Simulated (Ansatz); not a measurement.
# Zr: from a starting cell to a relaxed one

The start is a generated cell, Zr built in the AFLOW prototype A_hR3_166_ac (C19, as in Sm). Cell shape, volume and atoms are optimised at zero target pressure with PBE (plane waves to 420 eV, PAW, scalar-relativistic; Ansatz, an electronic-structure program). First-step values are on the input's coarse k-mesh.

Ansatz input (later rounds restart from its end on a renewed k-mesh):
Ansatz 0.2 input:
```yaml
crystal:
  lattice:
    - [1.608889, 0.9288925, 7.7768272]
    - [-1.608889, 0.9288925, 7.7768272]
    - [0, -1.857785, 7.7768272]
  atoms:
    - { symbol: Zr, position: [0, 0, 0] }
    - { symbol: Zr, position: [0.22222, 0.22222, 0.22222] }
    - { symbol: Zr, position: [0.77778, 0.77778, 0.77778] }
basis: { ecutwfc: 420, ecutrho_ratio: 4, xc_grid: 2, fft_grid_basis: typed }
kpoints: { mp_grid: { grid: [12, 12, 12] } }
hamiltonian:
  xc: pbe
  dispersion: none
  pseudopotentials: { azcp: { folder: ./paw }, kind: paw }
scf: { occupations: { method: fermi_dirac, width: 0.05 } }
relax: { f_tol: 0.01, max_steps: 100, cell: { stress_tol: 0.02 } }
output: { forces: true, stress: true }
```

| Item | Value |
|---|---|
| Largest initial force | 0.10 eV/Å, on Zr2, Zr3 (atoms numbered as listed) |
| Outcome | The space group stays R-3m (No. 166) (the run could not lower it); the end is AFLOW prototype A_hR3_166_ac (C19, as in Sm), with 3 atoms in the primitive cell |
| Energy released | under 0.01 eV/atom |
| Volume change | +0.7 %, from 23.24 to 23.40 Å³/atom |
| Shortest distances (start → end) | The closest pairs of elements (up to four, under 3.6 Å), start → end: Zr–Zr 3.19 → 3.19 Å |
| Band gap at the end | no gap (metallic) |
| Optimiser moves | 4 |

It ends as:

Space group R-3m, hexagonal axes (No. 166); a = b = 3.2242 Å, c = 23.3971 Å, α = β = 90.00°, γ = 120.00°

```
atom  site  symmetry       x       y       z
----  ----  --------  ------  ------  ------
Zr      3a       -3m  0.0000  0.0000  0.0000
Zr      6c        3m  0.0000  0.0000  0.2228
```
(The calculation used a cell of 3 atoms; values per cell refer to that cell.)

Final values are on a 17×17×17 k-mesh of the relaxed cell. No spin polarisation in the result.

The run could not lose the symmetry of its start; a randomly shaken copy of 6 atoms returns to this structure.

The relaxed structure here is a generated cell of Zr: the first start was made by placing the elements on the sites of a structure type, and the end was not matched to a known phase here, so it may be hypothetical. Known forms of Zr include space group No. 194.
